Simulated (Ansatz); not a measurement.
Relaxed-ion elastic tensor of TaRu (L1₀ or tetragonal B2, space group No. 123) in GPa (Voigt order), the program Ansatz at the PBEsol level (PAW); density 15.12 g/cm³, 15.49 Å³ per atom.

```
 406   203   219   0.0   0.0   0.0
 203   406   219   0.0   0.0   0.0
 219   219   371   0.0   0.0   0.0
 0.0   0.0   0.0  71.1   0.0   0.0
 0.0   0.0   0.0   0.0  71.1   0.0
 0.0   0.0   0.0   0.0   0.0  70.3
```

Is the crystal mechanically stable?

Yes: the smallest eigenvalue of C is 70.3 GPa.

Work out the Voigt, Reuss and Hill averages.

K_V = 274, K_R = 274, K_H = 274; G_V = 78.6, G_R = 77.1, G_H = 77.8 GPa.

Give Young's modulus, Poisson's ratio, Pugh's ratio and the universal anisotropy index.

E = 9KG/(3K + G) = 213 GPa; ν = 0.37; K/G = 3.52 (ductile by the Pugh limit of 1.75); A_U = 5G_V/G_R + K_V/K_R − 6 = 0.10.

Estimate the sound speeds and the Debye temperature.

v_l = √((K + 4G/3)/ρ) = 5000 m/s, v_t = √(G/ρ) = 2270 m/s, mean 2560 m/s; Θ = (h/k)(3n/4πV)^(1/3) v_m = 305 K.

How much does each axis shrink under pressure?

Linear compressibilities β_i = Σ_j S_ij (j = 1 to 3): x 1.2, y 1.2, z 1.3 per TPa.

Space group P4/mmm (L1₀ or tetragonal B2). The workflow started from a Materials Project entry (that database holds measured and hypothetical structures alike); the Crystallography Open Database files this formula in space group No. 123, but the cells were not matched. Whether it is the stable phase at ambient conditions was not checked. The cell was relaxed with PBEsol under the symmetry of its start; of distortions, only those at the zone centre were tested. No spin polarisation was allowed. As this level gives no gap, shear constants depend on the k-mesh and smearing (Fermi–Dirac, 0.1 eV here). On the denser mesh and wider smearing of the elastic run this cell carries a stress of 0.4 GPa. Spin–orbit coupling is left out wherever it is not named.

Potentials: the later of the program's two PAW sets.
